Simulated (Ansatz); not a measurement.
**Stability checks on a candidate for Sn5PbS6**

It was reached by relaxing an invented guess, and it needn't be the stable form of this composition.

All numbers below come from Ansatz 0.2.0, DFT PBE, scalar-relativistic, plane waves, PAW. Settings of the last relaxation (12-atom cell): 420 eV, 6×6×6 k points, Gaussian smearing of 0.01 eV, no spin polarisation.

```
Sn Pb S
1.0
     2.93969   -8.81461    0.00000
     2.93969    8.81461    0.00000
     0.00000    0.00000    5.87912
Sn Pb S
5 1 6
Direct
  0.00000 0.00000 0.00000
  0.66756 0.33244 0.00000
  0.83307 0.16693 0.50000
  0.33244 0.66756 0.00000
  0.16693 0.83307 0.50000
  0.50000 0.50000 0.50000
  0.67003 0.32997 0.50000
  0.32997 0.67003 0.50000
  0.50000 0.50000 0.00000
  0.00000 0.00000 0.50000
  0.16689 0.83311 0.00000
  0.83311 0.16689 0.00000
```

The zero of energy is the elements' standard structures at the same level; no fitted shifts are applied. The references include grey tin.

Question: These tests were run: energy against the elements; phonons at Γ. What do they show?

Answer:

| test | result |
| --- | --- |
| energy against the elements | −0.432 eV/atom |
| phonons at Γ | imaginary modes down to 91i cm⁻¹ |

It fails one test: phonons at Γ. So it isn't even a local minimum.

These runs have no spin–orbit coupling, which can matter for Pb. The reference form of S is held partly by dispersion forces, which this level lacks. The run for the phonons used a 6×6×6 k mesh.
